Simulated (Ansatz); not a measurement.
Pb2SeS in space group R-3m (No. 166; Pb on 6c, Se on 3a, S on 3b), plane-wave PAW PBEsol (Ansatz code). The conduction-band minimum lies at F, with 3 equivalent valleys. Second derivatives d²E/dk² of the lowest band at one valley (eV·Å²), along Cartesian directions:

```csv
direction,d²E/dk²
[100],94.83
[010],71.42
[001],66.95
[110],103.4
[101],63.27
[011],59.03
```

### Question
Find the principal effective masses, the density-of-states mass and the conductivity mass.

### Answer
Off-diagonal terms follow from H_xy = H[110] − (H_xx + H_yy)/2, and m*/mₑ = 7.620 eV·Å² over each eigenvalue: 0.066, 0.13, 0.13. One valley's DOS mass (m₁m₂m₃)^(1/3) = 0.10, conductivity mass 3/(Σ 1/mᵢ) = 0.098 mₑ.

### Question
What effective density of states Nc follows at 300 K for parabolic valleys?

### Answer
Nc = 2.509e19 × 3 × (0.10)^(3/2) ≈ 2.4e18 cm⁻³.

The workflow started from a Materials Project entry (that database holds measured and hypothetical structures alike); the Crystallography Open Database copy checked does not list it. Its standing as an ambient phase is unchecked. The PBEsol relaxation kept the symmetry of its start; its stability against distortions is not shown here. Spin–orbit coupling is left out wherever it is not named.

Potentials: the later of the program's two PAW sets.

Edges and masses are those of Kohn–Sham bands, whose gap is no quasiparticle gap.
